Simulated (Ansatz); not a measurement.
AlFe (CsCl type, Pm-3m) at seven volumes, DFT-PBE in the program Ansatz with PAW potentials, scaled uniformly. One row is withheld.

| V (Å³/atom) | P (GPa) |
|---|---|
| 10.804 | 20.33 |
| 11.160 | 12.45 |
| 11.516 | 5.73 |
| 11.873 | 0.00 |
| 12.229 | ? |
| 12.585 | -9.02 |
| 12.941 | -12.54 |

**Question.** Fit the shown pressures and predict the withheld one.

**Answer.** P = (3/2)B₀(x^(7/2) − x^(5/2))[1 + (3/4)(B′ − 4)(x − 1)] with x = (V₀/V)^(2/3). Least squares on the six rows gives V₀ = 11.873 Å³/atom, B₀ = 176 GPa, B′ = 4.34. At V = 12.229, x = 0.9805 and P = -4.88 GPa. The run itself gave -4.88 GPa.

Symmetry was held in the PBE relaxation. Spin order of the final state: ferromagnetic, chosen from 4 collinear starts compared on coarse meshes (ties went to the first, and starts can fall back to one state), not a proven ground state.

Potentials: the later of the program's two PAW sets.
